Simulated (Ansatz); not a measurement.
**HfS4 in Ansatz, settings compared**

input.yaml:

```yaml
crystal:
  lattice:
    - [-3.863161, 3.863161, 3.49183]
    - [3.863161, -3.863161, 3.49183]
    - [3.863161, 3.863161, -3.49183]
  atoms:
    - { symbol: Hf, position: [0.125, 0.875, 0.25] }
    - { symbol: Hf, position: [0.875, 0.125, 0.75] }
    - { symbol: S, position: [0.354, 0.796, 0.558] }
    - { symbol: S, position: [0.796, 0.738, 0.442] }
    - { symbol: S, position: [0.738, 0.796, 0.942] }
    - { symbol: S, position: [0.796, 0.354, 0.058] }
    - { symbol: S, position: [0.646, 0.204, 0.442] }
    - { symbol: S, position: [0.204, 0.646, 0.942] }
    - { symbol: S, position: [0.262, 0.204, 0.058] }
    - { symbol: S, position: [0.204, 0.262, 0.558] }
  symmetry: { tolerance: 0.0003 }
kpoints:
  mp_grid: { grid: [4, 4, 4], shift: [0, 0, 0] }
magnetization:
  spin_polarized: false
scf:
  occupations: { method: fermi_dirac }
hamiltonian:
  pseudopotentials: { kind: paw }
  xc: lda
basis:
  ecutwfc: 420
output:
  forces: true
  stress: true
  eigenvalues: true
```

Run with:

```bash
ansatz run input.yaml --threads 1 --pin off --max-ram 2560MiB --backend cpu --events-out ev --progress --plain --runs-dir out
```

Origin of the cell: a known structure type with other elements, at an estimated volume, so it need not be a known compound.

The smearing width isn't typed, so it takes its default of 0.1 eV.

Output of this run (shortened):

```
Pseudopotentials: kind: paw
Pseudopotential: Hf, paw, valence charge 26, recommended cutoff 420 eV (normal), Hf.paw.azcp
Pseudopotential: S, paw, valence charge 6, recommended cutoff 420 eV (normal), S.paw.azcp
Functional definition: SPW92
  exchange = slater_x
  correlation = pw_c
Crystal: 10 atoms, lattice volume = 208.448 Å³
Basis set: ecut = 420 eV, 4063 PW (Γ)
Bands: 60, of which v1, the nominal top of the filled ones, is band 50 counted from 1 (49 counted from 0)
Symmetry: 16 space group operations
Space group: I41/amd (ITA 141), of the structure as read, at distance tolerance 1.8e-3 Å
k-points: 13 of 64
[… 4 lines left out …]
Initial density: superposition of atomic densities (neutral atoms: chi_scale 0, normalization atom), corrected by the library's trained network
Functional: x = slater, c = lda
SCF iter   1: F=—  HF=-37912.799751 eV  Δρ=6.52e-3  dr2=1.02e-1  defer=6
SCF iter   2: F=—  HF=-37912.785848 eV  Δρ=3.72e-3  dr2=3.30e-2  defer=8
SCF iter   3: F=—  HF=-37912.782926 eV  Δρ=1.07e-3  dr2=2.82e-3  defer=8
SCF iter   4: F=—  HF=-37912.778898 eV  Δρ=4.78e-4  dr2=4.49e-4  defer=8
SCF iter   5: F=—  HF=-37912.778893 eV  Δρ=1.77e-4  dr2=6.62e-5  defer=8
SCF iter   6: F=—  HF=-37912.778830 eV  Δρ=4.31e-5  dr2=1.21e-5  defer=8
SCF iter   7: F=—  HF=-37912.778830 eV  Δρ=2.06e-5  dr2=1.95e-6  defer=8
SCF iter   8: F=-37912.778830 eV  HF=-37912.778830 eV  Δρ=3.79e-6  dr2=5.57e-8
SCF 1 converged in 8 iterations: F = -37912.778830 eV  dr2 = 5.57e-8
SCF converged after 8 iterations
Free energy (F): -37912.778830 eV
Harris-Foulkes:  -37912.778830 eV  (|F-HF|=8.16e-8)
Internal energy: -37912.421693 eV  (E = F + TS)
E sigma→0 (E₀):  -37912.600261 eV
Entropy (-TS):   -0.357137 eV (-35.714 meV/atom)
Fermi energy:    7.590459 eV
--- Per-component energies (eV) ---
  E_band       = -442.345098
  E_kinetic    = 1687.167785
  E_local      = -16798.501246  (includes V_loc(G=0)·N_el)
  E_nonlocal   = -2225.546813
  E_hartree    = 7665.776507
  E_xc         = -1356.022014
  E_vxc        = -1223.114566  (∫ρ·V_xc dr)
  E_paw        = -17920.928959  (= ΣΔE_a)
  E_vpaw       = 2786.086947  (= ΣTr[D̂ρ^β])
  E_aug_tail   = 0.000009  (compensation charges beyond the density's cutoff)
  E_ewald      = -8970.507027
  E_core_change = 6.140065  (= ΣΔE_core)
  E_smearing   = -0.357137  (= −TS)
  Σ components = -37912.778830   (vs F -37912.778830, Δ=0.00e0)
--- Forces (eV/Å), atoms counted from 1 ---
  atom   1  Hf     0.000000    -0.000000     0.000000
  atom   2  Hf     0.000000     0.000000     0.000000
[… 3 lines left out …]
  atom   6  S      0.453655    -0.000000     0.057538
  atom   7  S     -0.000000    -0.453655    -0.057538
  atom   8  S     -0.453655    -0.000000    -0.057538
  atom   9  S      0.000000     0.453655    -0.057538
  atom  10  S      0.453655    -0.000000    -0.057538
  max |Σ_I F_I| component: 1.11e-16 eV/Å
--- Stress (GPa, compression-positive) ---
        0.547162       0.000000       0.000000
        0.000000       0.547162      -0.000000
        0.000000       0.000000     -14.029936
  P = ⅓ Tr σ = -4.3119 GPa (-43.119 kbar)
```

The same input was run again with these changes:

1. `crystal.symmetry` { tolerance: 0.0003 } → { detect: false }; `scf.occupations.width` default → 0.001; `scf.algorithm` default → density_mixing
2. `scf.algorithm` default → direct_min
3. `scf.lower_state_search` default → standard; `scf.initial_density.chi_scale` default → 0.0
4. `scf.lower_state_search` default → standard; `scf.eigensolver.kind` default → davidson; `basis.precision` default → f64

| run | end | SCF iterations | P (GPa) | max force component (eV/Å) | gap on mesh (eV) | moment (μB) | ΔE(σ→0) (meV/atom) |
| --- | --- | --- | --- | --- | --- | --- | --- |
| base | converged | 8 | -4.31 | 0.454 | none | – | 0 |
| 1 | converged | 9 | -4.45 | 0.401 | none | – | 2.03 |
| 2 | converged | 7 | -4.31 | 0.454 | none | – | 0.00 |
| 3 | converged | 9 | -4.31 | 0.454 | none | – | 0.00 |
| 4 | converged | 9 | -4.31 | 0.454 | none | – | 0.00 |

Energies are compared only where functional, datasets, charge and starting cell are the same.

Caveats of the base run: no moments, though an odd count or open d shells may carry them; no spin-orbit coupling, though heavy elements are present; the k mesh is coarse if the cell is a metal.

The base run took 5.5 s on 1 thread of Intel(R) Xeon(R) 6975P-C (Granite Rapids), with other jobs on the host, peak memory 0.53 GiB, from the program's own first density.
